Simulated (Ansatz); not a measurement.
Si:
```xyz
2
Lattice="0.0000 2.7008 2.7008 2.7008 0.0000 2.7008 2.7008 2.7008 0.0000" Properties=species:S:1:pos:R:3 pbc="T T T"
Si     4.0512     4.0512     4.0512
Si     2.7008     2.7008     2.7008
```

Relaxed with LDA.

Decompose the optical modes at the zone centre into irreducible representations, and say which are infrared and Raman allowed.

Point group m-3m: Γ_opt = T2g. Infrared: none. Raman: T2g.

Assign frequencies (DFPT, the program Ansatz at the LDA level (PAW)).

T2g 513 cm⁻¹.

Space group Fd-3m (diamond). The LDA relaxation kept the symmetry of its start; phonons on a q-mesh show no instability.

Potentials: the earlier of the program's two PAW sets.
